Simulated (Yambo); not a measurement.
## How GW settings move the gap: HgO

G0W0@PBEsol for HgO (space group P3_221, No. 154) in Yambo. Reference settings: 3×3×1 Γ-centred k mesh, bands 25 to 352 and a 7 Ry block in the screening, 352 bands in G with the Bruneval-Gonze terminator, plasmon pole fitted at 27.2 eV. The PBEsol gap Γ → Γ on this mesh is 1.50 eV; G0W0 gaps are taken between the same points.

```csv
change from the reference,G0W0 gap Γ → Γ (eV),shift of the valence edge (eV),rough Yambo cost
reference settings,2.58,-0.31,1
"160 bands in W, 160 bands in G",2.62,-0.16,about 1/2
"242 bands in W, 242 bands in G",2.59,-0.25,within a factor of two
160 bands in G,2.59,-0.28,–
242 bands in G,2.58,-0.30,–
186 bands in W,2.60,-0.21,within a factor of two
1 Ry block,3.42,-1.29,within a factor of two
3 Ry block,2.63,-0.38,within a factor of two
6 Ry block,2.57,-0.30,within a factor of two
pole fitted at 10 eV,2.50,-0.20,–
no random integration,2.54,-0.08,–
"160 bands in G, no terminator",2.67,0.32,–
"242 bands in G, no terminator",2.63,0.07,–
no terminator,2.62,-0.10,–
```

The reference isn't shown to be the converged limit. Costs are rough (shared machines), scaled to the same edge states, and given only for runs that recompute the screening. The mesh misses a band edge: along a dense path the PBEsol gap is 1.32 eV against 1.50 eV on the mesh.

Spin-orbit coupling is included.

Geometry relaxed with PBE+D3(BJ); primitive cell a = b = 3.6537 Å, c = 8.8353 Å, α = β = 90.00°, γ = 120.00°.

The structure is a Materials Project entry; no match was found in the copy of COD used, and its stability was not checked.

A shift is the quasiparticle energy of the state minus its PBEsol energy.
